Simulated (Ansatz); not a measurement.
# Structures of Cs2Ga: which is lowest?

Plane-wave DFT in Ansatz with scalar-relativistic PAW potentials, cutoff 420 eV, Γ-centred meshes chosen by cell and gap, Gaussian smearing with energies taken to zero width. Every cell was relaxed (cell and atoms) in a run of its own, within the symmetry of its start. Functional: PBE.

Relaxed structures (starts from databases or built by putting these elements on another compound's sites):
A. I4/mmm, 3 atoms in the computed cell, a = 4.546 Å, c = 17.840 Å; sites (symmetry × multiplicity) Cs 4mm × 4, Ga 4/mmm × 2; start: built
B. P6/mmm, 3 atoms in the computed cell, a = 6.646 Å, c = 4.145 Å; sites (symmetry × multiplicity) Cs -6m2 × 2, Ga 6/mmm × 1; start: built

Q: Rank them by energy. Could pressure change the order?

A:
| structure | group | E − E(lowest) (meV/atom) | V (Å³/atom) | gap on mesh (eV) |
| --- | --- | --- | --- | --- |
| A | I4/mmm | 0.0 | 61.45 | 0.00 |
| B | P6/mmm | 149 | 52.85 | 0.00 |

A is lowest, 149 meV/atom under B. B is denser by 8.60 Å³/atom, so pressure favours it: ΔE/ΔV, with ΔE in eV and 1 eV/Å³ = 160.2 GPa, gives about 2.8 GPa for equal enthalpy if both cells were rigid, a rough figure since the two compress differently. Other structures may lie lower than all of these, and vibrations aren't counted.

Spin-orbit coupling is left out, which matters for the bands of heavy elements.